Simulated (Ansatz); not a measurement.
Computed properties of AlPd

AlPd:
Space group Cmcm (No. 63); a = 2.796 Å, b = 10.038 Å, c = 4.215 Å, α = β = γ = 90.00°

```json
[
 {"atom": "Al", "site": "4c", "symmetry": "m2m", "x": "0.0000", "y": "0.3448", "z": "0.2500"},
 {"atom": "Pd", "site": "4c", "symmetry": "m2m", "x": "0.0000", "y": "0.0895", "z": "0.2500"}
]
```
(The calculation used a cell of 4 atoms; values per cell refer to that cell.)

Space group Cmcm (No. 63); conventional cell a = 2.796 Å, b = 10.038 Å, c = 4.215 Å, α = β = γ = 90.00°.

Method: r²SCAN (plane waves, PAW; program Ansatz). The cell and atoms are relaxed at this level. Other levels are named where they apply.

### Cell and energy

- Volume per atom: 14.79 Å³
- Density: 7.49 g/cm³
- Formation energy from the elements (no fitted shifts): -0.72 eV/atom

### Electronic structure

- Electronic character: metallic (no gap)
- Density of states at the Fermi level: 0.34 states/eV per atom (mean over ±0.08 eV)

### Mechanics

* **Bulk modulus (Birch–Murnaghan fit)**: 1530 kbar
* **Pressure derivative B′**: 4.9

### Charges

- Bader charges: Al +1.73, Pd -1.73 e

The start of the workflow was typed in or built on a structure type; neither database checked (COD, Materials Project) lists it. Its standing as an ambient phase is unchecked. The r²SCAN relaxation kept the symmetry of its start; its stability against distortions is not shown here. No spin polarisation was allowed. Axis ratios of metals converge slowly with the k-mesh, so a and c are less sure than the volume. The references are the lowest solids computed at this level, not always the standard phases. Spin–orbit coupling is left out wherever it is not named.

Potentials: the earlier of the program's two PAW sets.
